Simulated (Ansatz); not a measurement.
Values for one crystal, relaxed and computed with plane-wave PAW r²SCAN (Ansatz code); other levels are named.

| Quantity | Value |
|---|---|
| Volume per atom | 21.90 Å³ |
| Electronic character | metallic (no gap) |
| Gap with spin–orbit coupling | none (metallic) |
| Density of states at the Fermi level | 0.56 states/eV per atom (mean over ±0.08 eV) |
| Formation energy from the elements (no fitted shifts) | -0.19 eV/atom |
| Bulk modulus (Birch–Murnaghan fit) | 128 GPa |
| Pressure derivative B′ | 5.1 |

Task: Which of these materials gives this?
(A) NiSb, NiAs type
(B) TePb, P-6m2 (Pb on 1a, Te on 1f)
(C) BPt, NiAs type
(D) TePt, NiAs type

Result: D, TePt, NiAs type

Space group P6_3/mmc (NiAs type). The workflow started from an entry of the Crystallography Open Database (COD), which files this formula under 2 space groups. Whether it is the stable phase at ambient conditions was not checked. The r²SCAN relaxation kept the symmetry of its start; its stability against distortions is not shown here. The run is not spin-polarised. The references are the lowest solids computed at this level, not always the standard phases. Spin–orbit coupling is left out wherever it is not named.

Potentials: the later of the program's two PAW sets.
